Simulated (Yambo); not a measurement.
Quantum ESPRESSO input (LDA, PseudoDojo standard norm-conserving files, scalar-relativistic) whose wavefunctions are converted with p2y:

```
&CONTROL
  calculation = 'nscf'
  pseudo_dir = './pseudo'
  outdir = './out'
/
&SYSTEM
  ibrav = 0
  nat = 2
  ntyp = 2
  ecutwfc = 84.0
  ecutrho = 336.0
  occupations = 'fixed'
  force_symmorphic = .true.
  nbnd = 133
/
&ELECTRONS
  conv_thr = 2e-09
  diago_full_acc = .true.
  diago_thr_init = 1e-08
/
ATOMIC_SPECIES
Al 26.9815 Al.upf
Sb 121.7600 Sb.upf
CELL_PARAMETERS angstrom
  0.000000000000   3.051450974000   3.051450974000
  3.051450974000   0.000000000000   3.051450974000
  3.051450974000   3.051450974000   0.000000000000
ATOMIC_POSITIONS crystal
Al   0.000000000000   0.000000000000   0.000000000000
Sb   0.250000000000   0.250000000000   0.250000000000
K_POINTS automatic
2 2 2 0 0 0
```

Yambo's initialisation report on symmetry, reciprocal space, the k grid and the gaps on this mesh:

```
  [02.02] Symmetries
  ==================

  Inversion symmetry    : yes
  Spatial inversion     : no
  Inversion index       :  25
  K-space Time-reversal : yes
  Magnetic symmetries   : no
  Time-reversal derived K-space symmetries:   25   48
  Group table correct   : yes
  Symmetries units      :  [cc]

  [02.03] Reciprocal space
  ========================

  nG shells         :   381
  nG charge         :   39957
  nG WFs            :   5911
  nC WFs            :   5029
  G-vecs. in first 38 shells:  [ Number ]
     1    9   15   27   51   59   65   89  113
    137   169   181   229   259   283   307   331   339
    387   411   459   531   537   561   609   645   701
    725   749   821   869   893   941   965  1037  1067
   1139  1211
  ...
  Shell energy in first 38 shells:  [ mHa ]
    0.00000      445.226      593.635      1187.27      1632.50      1780.90      2374.54      2819.76      2968.17
    3561.81      4007.03      4749.08      5194.30      5342.71      5936.35      6381.57      6529.98      7123.62
    7568.84      7717.25      8310.88      8756.11      9498.15      9943.38      10091.8      10685.4      11130.6
    11279.1      11872.7      12317.9      12466.3      13060.0      13505.2      14247.2      14692.5      14840.9
    15434.5      15879.7
  ...

  [02.04] K-grid lattice
  ======================

  Compatible Grid is   : 3D
  Base K vectors       :  K_min[ 1 ]  K_min[ 2 ]  K_min[ 3 ]
  K_min[ 1 ] :  0.500000  0.500000  0.500000 [rlu]
  K_min[ 2 ] : -0.500000  0.000000  0.000000 [rlu]
  K_min[ 3 ] :  0.000000 -0.500000  0.000000 [rlu]
  Grid dimensions      :  2  2  2
  K lattice UC volume  :  0.080854 [a.u.]

  IBZ K-points                                      :  3
  BZ  K-points                                      :   8

  K/Q-points units:
  rlu = crystal or reduced units; cc = cartesian coordinates; iku = interal k-units

  K [1]          [rlu]:  0.000000  0.000000  0.000000
         WF components:   5029
  K [2]          [rlu]:  0.000000  0.000000 -0.500000
         WF components:   4988
  K [3]          [rlu]:  0.000000 -0.500000 -0.500000
         WF components:   4992

  [02.05] Energies & Occupations
  ==============================

  [X] === General ===
  [X] Electronic Temperature                        :  0.000000  0.000000 [eV K]
  [X] Bosonic    Temperature                        :  0.000000  0.000000 [eV K]
  [X] Finite Temperature mode                       : no
  [X] El. density                                   :  0.31675E+24 [cm-3]
  [X] Fermi Level                                   :  6.386439 [eV]

  [X] === Gaps and Widths ===
  [X] Conduction Band Min                           :  1.129080 [eV]
  [X] Valence Band Max                              :  0.000000 [eV]
  [X] Filled Bands                                  :   9
  [X] Empty Bands                                   :   10  133
  [X] Direct Gap                                    :  1.544163 [eV]
  [X] Direct Gap localized at k                     :  1
  [X] Indirect Gap                                  :  1.129080 [eV]
  [X] Indirect Gap between kpts                     :  1  3
  [X] Last valence band width                       :  2.229239 [eV]
  [X] 1st conduction band width                     :  0.415084 [eV]
```
The gaps are LDA values on this mesh alone; only operations without fractional translations are kept.

Spin-orbit coupling is not included.

Geometry relaxed with LDA.
